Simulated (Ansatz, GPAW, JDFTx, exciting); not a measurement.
## SnSe: 4 runs at one level of theory

```xyz
2
Lattice="4.2568 0.0000 0.0000 2.1284 3.6865 0.0000 2.1284 1.2288 3.4756" Properties=species:S:1:pos:R:3 pbc="T T T"
Sn    0.0000    0.0000    0.0000
Se    4.2568    2.4577    1.7378
```

Measurements of this composition are mostly on another form, of space group No. 62.

Alike in all runs: task single point; functional PBEsol; k mesh 8 × 8 × 8; occupations gaussian, width 0.1 eV; no spin polarisation; no spin-orbit coupling. Pressure is positive in compression and, in plane waves, holds the error of the finite cutoff.

```
                                                         program and potentials  plane-wave cutoff (eV)                                    notes  band gap (eV)  pressure (GPa)
exciting, all-electron LAPW+lo, shipped species files, valence relativity iora*                       -                                        -           0.65               -
                              GPAW, PAW data sets generated for this functional                     600  10 valence electrons an atom on average           0.66           -2.10
                                 Ansatz, all-electron LAPW, scalar-relativistic                       -                                        -           0.65           -1.93
                 JDFTx, PseudoDojo-SR-PBEsol-0.4.1-standard with smoothed tails                    1170  15 valence electrons an atom on average           0.64           -1.91
```

The band gap spans 0.64 (JDFTx, PseudoDojo-SR-PBEsol-0.4.1-standard with smoothed tails) to 0.66 eV (GPAW, PAW data sets generated for this functional), with all-electron results at 0.65. The pressure spans -2.10 (GPAW, PAW data sets generated for this functional) to -1.91 GPa (JDFTx, PseudoDojo-SR-PBEsol-0.4.1-standard with smoothed tails), with all-electron results at -1.93. Spin-orbit coupling, left out here, moves the band edges of heavy atoms.

The functional is the same throughout but for its coding, so the spread measures potentials, basis and numerics; runs on potential files found faulty are left out.
